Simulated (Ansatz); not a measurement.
Co2Si: pressure against volume

Reference cell: a COD entry, its atoms then relaxed with PBE in this cell.

```cif
data_Co2Si
_symmetry_space_group_name_H-M 'Pnma'
_symmetry_Int_Tables_number 62
_cell_length_a 4.9180
_cell_length_b 3.7380
_cell_length_c 7.1090
_cell_angle_alpha 90.000
_cell_angle_beta 90.000
_cell_angle_gamma 90.000
loop_
_atom_site_label
_atom_site_type_symbol
_atom_site_symmetry_multiplicity
_atom_site_Wyckoff_symbol
_atom_site_fract_x
_atom_site_fract_y
_atom_site_fract_z
Co1 Co 4 c 0.9647 0.7500 0.2169
Co5 Co 4 c 0.8263 0.7500 0.5638
Si Si 4 c 0.2953 0.7500 0.6067
```

One atom of each set is listed.

Method: Kohn–Sham DFT in Ansatz, PBE, plane waves and PAW, scalar-relativistic, collinear spin, 420 eV cutoff, Γ-centred 9×12×6 k-points, Fermi–Dirac smearing 0.05 eV. Start moments as typed (μB): 3 on each Co, none on the rest.

The cell is scaled uniformly, and the ions relax again at each size.

| V/V₀ | pressure (GPa) |
| --- | --- |
| 0.94 | 9.3 |
| 0.96 | ? |
| 0.98 | -0.8 |
| 1.00 | -4.9 |
| 1.02 | -8.6 |
| 1.04 | -11.7 |
| 1.06 | -14.5 |

Q: Estimate the row at V/V₀ = 0.96 and the bulk modulus.

A: pressure (GPa): 3.9. Worked: a parabola in ln(V/V₀) through the other 6 rows gives 4.0 GPa there. It crosses zero pressure at V/V₀ = 0.977, the equilibrium volume of this functional, where the bulk modulus is B = −dP/d ln V = 222 GPa. The shape of the cell is held, so in this non-cubic crystal both values are those of uniform scaling, and B is an upper bound to the hydrostatic one.

The run lost most of its start moments on Co; a state with other moments may lie lower. The magnetic order is the one that the run reached from its start moments, not necessarily the measured one (the real compound may not order at all).
